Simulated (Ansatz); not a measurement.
Put ScAgC4N4 in P-43m (No. 215): Sc on 1b; Ag on 1a; C on 4e; N on 4e. The cell of ScAgC4N4 is invented: two interpenetrating cyanide-bridged diamond nets.

These are results of DFT PBE, scalar-relativistic, plane waves, PAW (Ansatz), not measurements. Cutoff 420 eV, Γ-centred mesh, Gaussian smearing, no spin polarisation.

The zero of energy is the elements' standard structures at the same level (N₂ as a molecule); no fitted shifts are applied.

Task: Predict the relaxed structure.

Result:

Space group P-43m (No. 215). a = 6.252 Å, b = 6.252 Å, c = 6.252 Å, α = 90.00°, β = 90.00°, γ = 90.00°
```tsv
atom	site	symmetry	x	y	z
Sc	1b	-43m	0.5000	0.5000	0.5000
Ag	1a	-43m	0.0000	0.0000	0.0000
C	4e	.3m	0.1994	0.1994	0.1994
N	4e	.3m	0.3081	0.3081	0.3081
```

Around Sc lie 4 N at 2.08 Å; around Ag lie 4 C at 2.16 Å; around C lie 1 N at 1.18 Å and 1 Ag at 2.16 Å; around N lie 1 C at 1.18 Å and 1 Sc at 2.08 Å. Another local minimum with the same sites may exist.

Task: And its energy and gap?

Result: The formation energy is +0.107 eV/atom. The gap on the 4×4×4 mesh of the 10-atom cell is 2.73 eV. It can't be a ground state, since the elements alone are lower.

The last run used Gaussian smearing of 0.02 eV. Kohn–Sham gaps at this level usually fall short of measured ones. The reference form of C is held partly by dispersion forces, which this level lacks. A structure relaxed within its symmetry needn't be a true minimum.
